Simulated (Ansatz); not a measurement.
# Band table of Ru (hcp type)

```
CELL_PARAMETERS angstrom
2.69028 0.00000 0.00000
-1.34514 2.32985 0.00000
0.00000 0.00000 4.25113
ATOMIC_POSITIONS crystal
Ru 0.33333 0.66667 0.25000
Ru 0.66667 0.33333 0.75000
```

The cell comes from a relaxation on PAW files under the same functional.

Computed with Ansatz 0.2.0; functional PBEsol, scalar-relativistic. Settings: a Γ-centred 18×18×10 k mesh, Fermi–Dirac smearing of 0.08 eV, no spin polarisation. Methods: LAPW: all electrons, basis error target 1 meV/atom.

Path points, in fractions of the reciprocal vectors: Γ (0.000, 0.000, 0.000), M (0.500, 0.000, 0.000), K (0.333, 0.333, 0.000), A (0.000, 0.000, 0.500), L (0.500, 0.000, 0.500), H (0.333, 0.333, 0.500). Levels in eV from the Fermi level; bands 25 to 37, counted from the lowest band of the run. The gap is zero, the pressure -0.02 GPa.

```
# k(1/Å) point b25 b26 b27 b28 b29 b30 b31 b32 b33 b34 b35 b36 b37
0.000 Γ -8.18 -6.40 -2.69 -2.69 -2.49 -1.98 -1.98 -1.44 -1.44 1.23 1.23 1.26 10.51
0.193 - -7.99 -6.25 -3.04 -2.53 -2.19 -2.06 -1.83 -1.64 -1.56 -0.17 1.30 2.93 10.49
0.385 - -7.44 -5.88 -3.50 -2.39 -2.30 -2.07 -1.87 -1.71 -1.41 -1.01 1.48 4.74 10.39
0.578 - -6.69 -5.54 -3.77 -3.44 -2.47 -2.24 -1.42 -1.35 -1.07 -0.75 1.67 6.60 10.22
0.771 - -6.05 -5.56 -4.38 -3.52 -2.59 -2.38 -1.72 -0.44 -0.14 0.07 1.83 8.45 10.05
0.963 - -6.05 -5.54 -5.09 -2.88 -2.85 -2.02 -1.94 0.49 0.92 1.17 1.93 9.63 10.15
1.156 - -6.27 -5.53 -5.52 -3.06 -2.17 -2.08 -1.68 1.21 1.62 1.99 2.84 7.76 10.90
1.348 M -6.35 -5.68 -5.54 -3.13 -2.13 -1.87 -1.56 1.48 1.91 2.00 4.16 6.23 11.16
1.460 - -6.29 -5.68 -5.48 -3.14 -2.15 -1.97 -1.56 1.50 1.83 1.97 4.24 6.31 11.21
1.571 - -6.10 -5.69 -5.32 -3.17 -2.24 -2.21 -1.53 1.55 1.61 1.89 4.47 6.50 11.40
1.682 - -5.80 -5.70 -5.10 -3.19 -2.60 -2.30 -1.49 1.34 1.56 1.78 4.84 6.71 11.16
1.793 - -5.71 -5.42 -4.84 -3.20 -3.01 -2.44 -1.41 1.09 1.52 1.67 5.32 6.88 10.18
1.904 - -5.74 -5.01 -4.63 -3.41 -3.16 -2.59 -1.29 0.92 1.42 1.58 5.88 7.00 9.18
2.016 - -5.77 -4.63 -4.49 -3.74 -3.07 -2.76 -1.16 0.90 1.26 1.53 6.50 7.11 8.19
2.127 K -5.78 -4.45 -4.45 -3.90 -2.93 -2.93 -1.11 1.05 1.05 1.51 7.11 7.30 7.30
2.349 - -5.70 -4.74 -4.55 -3.78 -3.19 -2.55 -1.32 0.54 1.55 1.56 5.31 8.18 8.80
2.572 - -5.37 -4.94 -4.70 -4.11 -3.26 -2.10 -1.80 -0.06 1.46 1.64 3.40 9.99 10.83
2.794 - -5.26 -4.87 -4.74 -4.53 -3.09 -2.26 -1.69 -0.66 0.53 1.58 1.68 9.78 10.27
3.017 - -6.22 -5.20 -4.24 -3.79 -2.70 -2.46 -1.35 -1.22 -0.74 0.02 1.64 7.54 10.20
3.239 - -7.21 -5.72 -3.69 -2.62 -2.34 -2.17 -1.82 -1.70 -1.12 -1.04 1.50 5.33 10.35
3.461 - -7.92 -6.20 -3.11 -2.47 -2.13 -2.09 -1.78 -1.66 -1.66 -0.33 1.32 3.20 10.47
3.684 Γ -8.18 -6.40 -2.69 -2.69 -2.49 -1.98 -1.98 -1.44 -1.44 1.23 1.23 1.26 10.51
3.789 - -8.12 -6.38 -2.73 -2.73 -2.52 -2.01 -2.01 -1.36 -1.36 1.06 1.23 1.23 10.77
3.895 - -7.95 -6.32 -2.82 -2.82 -2.61 -2.11 -2.11 -1.13 -1.13 0.53 1.24 1.24 11.48
4.001 - -7.67 -6.23 -2.90 -2.90 -2.73 -2.26 -2.26 -0.82 -0.82 -0.20 1.23 1.23 12.50
4.106 - -7.31 -6.14 -2.96 -2.96 -2.87 -2.43 -2.43 -1.00 -0.47 -0.47 1.16 1.16 13.66
4.212 - -6.91 -6.07 -2.97 -2.97 -2.97 -2.59 -2.59 -1.76 -0.10 -0.10 1.04 1.04 13.93
4.317 - -6.52 -6.08 -2.98 -2.94 -2.94 -2.74 -2.74 -2.38 0.25 0.25 0.84 0.84 14.06
4.423 A -6.22 -6.22 -2.86 -2.86 -2.86 -2.86 -2.80 -2.80 0.57 0.57 0.57 0.57 14.30
4.616 - -6.04 -6.04 -3.32 -3.32 -2.73 -2.73 -2.58 -2.58 0.55 0.55 0.70 0.70 14.56
4.808 - -5.59 -5.59 -3.85 -3.85 -2.61 -2.61 -2.38 -2.38 0.50 0.50 1.06 1.06 15.15
5.001 - -5.31 -5.31 -4.09 -4.09 -2.62 -2.62 -1.89 -1.89 0.50 0.50 1.53 1.53 15.57
5.193 - -5.57 -5.57 -4.16 -4.16 -1.99 -1.99 -1.44 -1.44 0.67 0.67 2.02 2.02 14.89
5.386 - -5.92 -5.92 -4.39 -4.39 -1.19 -1.19 -0.86 -0.86 1.09 1.09 2.53 2.53 13.16
5.579 - -6.16 -6.16 -4.60 -4.60 -1.11 -1.11 0.09 0.09 1.55 1.55 3.10 3.10 11.47
5.771 L -6.25 -6.25 -4.68 -4.68 -1.10 -1.10 0.44 0.44 1.74 1.74 3.44 3.44 10.72
5.883 - -6.19 -6.19 -4.64 -4.64 -1.24 -1.24 0.36 0.36 1.65 1.65 3.74 3.74 10.74
5.994 - -6.04 -6.04 -4.53 -4.53 -1.59 -1.59 0.10 0.10 1.54 1.54 4.43 4.43 10.80
6.105 - -5.81 -5.81 -4.36 -4.36 -2.03 -2.03 -0.27 -0.27 1.49 1.49 5.29 5.29 10.88
6.216 - -5.54 -5.54 -4.18 -4.18 -2.46 -2.46 -0.65 -0.65 1.45 1.45 6.24 6.24 10.96
6.327 - -5.25 -5.25 -4.08 -4.08 -2.74 -2.74 -0.98 -0.98 1.38 1.38 7.21 7.21 11.02
6.439 - -4.98 -4.98 -4.16 -4.16 -2.81 -2.81 -1.18 -1.18 1.31 1.31 8.10 8.10 11.03
6.550 H -4.85 -4.85 -4.25 -4.25 -2.80 -2.80 -1.23 -1.23 1.27 1.27 8.57 8.57 10.88
6.772 - -5.15 -5.15 -3.98 -3.98 -2.83 -2.83 -1.27 -1.27 1.47 1.47 6.97 6.97 12.11
6.995 - -5.38 -5.38 -3.74 -3.74 -2.83 -2.83 -1.49 -1.49 1.76 1.76 4.61 4.61 13.38
7.217 - -5.34 -5.34 -3.59 -3.59 -3.18 -3.18 -1.47 -1.47 1.52 1.52 2.71 2.71 14.98
7.440 - -5.14 -5.14 -3.99 -3.99 -3.08 -3.08 -1.60 -1.60 0.74 0.74 1.81 1.81 15.69
7.662 - -5.41 -5.41 -3.99 -3.99 -2.74 -2.74 -2.18 -2.18 0.50 0.50 1.21 1.21 15.34
7.884 - -5.99 -5.99 -3.41 -3.41 -2.70 -2.70 -2.57 -2.57 0.54 0.54 0.75 0.75 14.64
8.107 A -6.22 -6.22 -2.86 -2.86 -2.86 -2.86 -2.80 -2.80 0.57 0.57 0.57 0.57 14.30
```
